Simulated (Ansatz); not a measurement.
TiSi2:
```
TiSi2
1.0
    0.00000     4.11404     4.26564
    2.38788     0.00000     4.26564
    2.38788     4.11404     0.00000
Ti Si
2 4
Direct
  0.50000   0.50000   0.50000
  0.75000   0.75000   0.75000
  0.83795   0.16205   0.83795
  0.16205   0.83795   0.16205
  0.41205   0.08795   0.41205
  0.08795   0.41205   0.08795
```

Relaxed with r²SCAN. Special points in fractions of this cell's reciprocal vectors: Γ (0.000, 0.000, 0.000); Y (0.500, 0.000, 0.500); T (1.000, 0.500, 0.500); Z (0.500, 0.500, 0.000); Σ0 (0.000, 0.413, 0.413); U0 (1.000, 0.587, 0.587); C0 (0.500, 0.244, 0.744); A0 (0.500, 0.756, 0.256); L (0.500, 0.500, 0.500).

Q: List the band energies nearest the Fermi level at these points for the program Ansatz at the r²SCAN level (PAW).

A: In eV from the Fermi level; about four levels below and three above (degenerate sets whole), none deeper than 8.9 eV; points with the same levels are listed once.

| k | below | above |
|---|---|---|
| Γ | -2.32 -2.01 -1.54 -0.99 | 2.26 3.37 3.65 3.65 |
| Y | -2.51 -2.51 -0.92 -0.92 | 1.39 1.39 3.57 3.57 3.57 3.57 |
| T | -1.15 -1.15 -0.71 -0.71 | 0.89 0.89 2.46 2.46 |
| Z | -1.76 -1.76 -1.06 -1.06 | 0.80 0.80 3.42 3.42 |
| Σ0 | -2.51 -2.22 -1.47 -0.44 | 0.06 0.19 0.77 |
| C0 | -1.81 -1.81 -1.49 -1.49 | 1.50 1.50 2.32 2.32 |
| L | -2.74 -2.07 -1.10 -0.02 | 0.18 1.03 1.49 |

Space group Fddd. Symmetry was held in the r²SCAN relaxation; of distortions, only those at the zone centre were tested. The run is not spin-polarised.

Potentials: the earlier of the program's two PAW sets.
